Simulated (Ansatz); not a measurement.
Level of theory: DFT PBE, scalar-relativistic, plane waves, PAW (Ansatz). All cells share a 420 eV cutoff and Γ-centred k meshes spaced at most about 0.3 Å⁻¹ (2π included). No spin polarisation in the final relaxations.

Temperature and zero-point effects are left out.

Two forms of Sn₂PbS₃ were relaxed alike.

A.

```xyz
6
Lattice="4.1739 0.0000 0.0000 -2.0869 3.6147 0.0000 0.0000 0.0000 10.2287" Properties=species:S:1:pos:R:3 pbc="T T T"
Sn    0.0000    2.4098    6.7878
Sn    2.0869    1.2049    3.4409
Pb    0.0000    0.0000    0.0000
S     2.0869    1.2049    8.4497
S     0.0000    0.0000    5.1144
S     0.0000    2.4098    1.7790
```

B.

```xyz
12
Lattice="7.4003 0.0000 0.0000 0.0000 4.2353 0.0000 -0.2598 0.0000 10.2543" Properties=species:S:1:pos:R:3 pbc="T T T"
Sn    6.8269    2.2352    1.6088
Sn    2.9057    0.1278    1.7735
Sn    0.3136    0.1176    8.6455
Sn    4.2348    2.2454    8.4808
Pb    1.7856    2.1677    5.1236
Pb    5.3549    0.0500    5.1307
S     0.6785    4.1396    3.2796
S     4.0450    2.0128    3.4555
S     1.6471    2.0241    0.1171
S     5.4934    4.1417   10.1372
S     6.4620    2.0219    6.9747
S     3.0955    4.1304    6.7989
```

Problem. Which is lower in energy, and by how much?

Solution. B is lower, by 5 meV/atom. A has Sn and Pb ordered on rock salt sites, space group P-3m1 (No. 164), 25.7 Å³/atom and a gap of 0.16 eV on its mesh; B has Sn and Pb ordered on rock salt sites, space group P2_1 (No. 4), 26.8 Å³/atom and a gap of 0.86 eV. Counting S atoms around Pb and Sn (those within 1.25 times the shortest such distance or 1.15 times the sum of covalent radii; a plus sign parts nearer from farther groups; the shortest distance is added where it exceeds 1.18 times the sum of covalent radii; a slash parts the counts of unlike sites), A has Sn 6 from 2.9 Å, Pb 6 from 3.0 Å and B has Sn 3+2/3+3, Pb 6. The lower one is the more open, so pressure narrows the difference. Both come from invented guesses.

Spin–orbit coupling, which can matter for Pb, is left out. Kohn–Sham gaps at this level usually fall short of measured ones. The missing spin–orbit coupling can work the other way here. Cells relaxed within their symmetry can be saddle points. The P2_1 cell of Sn2PbS3 came from shaking the P-3m1 one.
